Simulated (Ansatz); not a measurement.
Input:

CsSnI₃:
```xyz
20
Lattice="10.8742 0.0000 0.0000 0.0000 4.8188 0.0000 0.0000 0.0000 18.0570" Properties=species:S:1:pos:R:3 pbc="T T T"
Cs    10.0613     3.6141    12.1320
Cs     6.2500     1.2047     3.1035
Cs     4.6242     3.6141    14.9535
Cs     0.8129     1.2047     5.9250
I      5.6876     3.6141    11.0183
I     10.6237     1.2047     1.9898
I      0.2505     3.6141    16.0672
I      5.1866     1.2047     7.0387
I      1.8172     3.6141     9.0185
I      3.6199     1.2047    18.0470
I      7.2543     3.6141     0.0100
I      9.0570     1.2047     9.0386
I      2.2948     1.2047    12.8194
I      3.1423     3.6141     3.7908
I      7.7319     1.2047    14.2662
I      8.5794     3.6141     5.2377
Sn     3.6915     1.2047    10.1115
Sn     1.7456     3.6141     1.0830
Sn     9.1286     1.2047    16.9740
Sn     7.1827     3.6141     7.9455
```

This is the PBE-relaxed structure. Cartesian axes are those of the cell as given.

Task: All from plane-wave PAW PBE (Ansatz code), unless another level is named. Give the highest zone-centre frequency (without LO–TO term).

Result: 130 cm^-1.

Task: Predict the Poisson's ratio.

Result: 0.29.

Task: Give the elastic constants (relaxed ions, GPa).

Result: C11 = 10.1, C22 = 19.9, C33 = 16.8, C12 = 7.2, C13 = 8.0, C23 = 6.1, C44 = 5.1, C55 = 4.8, C66 = 7.2.

Space group Pnma. Symmetry was held in the PBE relaxation. Spin–orbit coupling is left out wherever it is not named.

Potentials: the later of the program's two PAW sets.
